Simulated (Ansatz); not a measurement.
**Notes on Sr₂B₄Rh₅**

```xyz
11
Lattice="0.0000 5.0723 5.8930 2.8069 0.0000 5.8930 2.8069 5.0723 0.0000" Properties=species:S:1:pos:R:3 pbc="T T T"
Rh    1.4034    2.5362    2.9465
Rh    4.2103    7.6085    8.8396
Rh    1.4034    2.5362    0.0000
Rh    1.4034    2.5362    5.8930
Rh    2.8069    5.0723    5.8930
Sr    2.8069    5.0723    1.6889
Sr    2.8069    5.0723   10.0971
B     2.8069    3.4086    7.4134
B     2.8069    6.7360    7.4134
B     2.8069    6.7360    4.3726
B     2.8069    3.4086    4.3726
```

Level: r2SCAN, no spin polarisation; 500 eV; 6×6×6 Γ-centred mesh; cold occupations (width 0.1621 eV); Ansatz 0.2.0, fixed geometry.

Electronic structure: It is a metal, with about 4 states/eV a cell as the mean within 0.25 eV of the Fermi level, mostly Rh d (47 %) and B p (37 %).
Forces: The largest is on B9 (and as large on other atoms): 0.41 eV/Å, components (0.00, 0.35, -0.22). It makes 91° with the line to a nearest neighbour, Rh2 at 2.18 Å.
Stress: The pressure is -10.8 GPa (compression positive), so with the atoms held at these fractions the cell would first shrink. The principal stresses -15.9, -9.1, -7.4 GPa differ, so its shape would change too.
Formation energy: -0.59 eV an atom against the elements' usual phases (free molecules for gases, crystals otherwise, with no correction for O₂ or N₂), so it is bound against them; other compounds may still compete. Relaxing would lower it.

Origin: a database entry at a rescaled volume. Caveats: atoms or cell far from equilibrium; wide smearing.
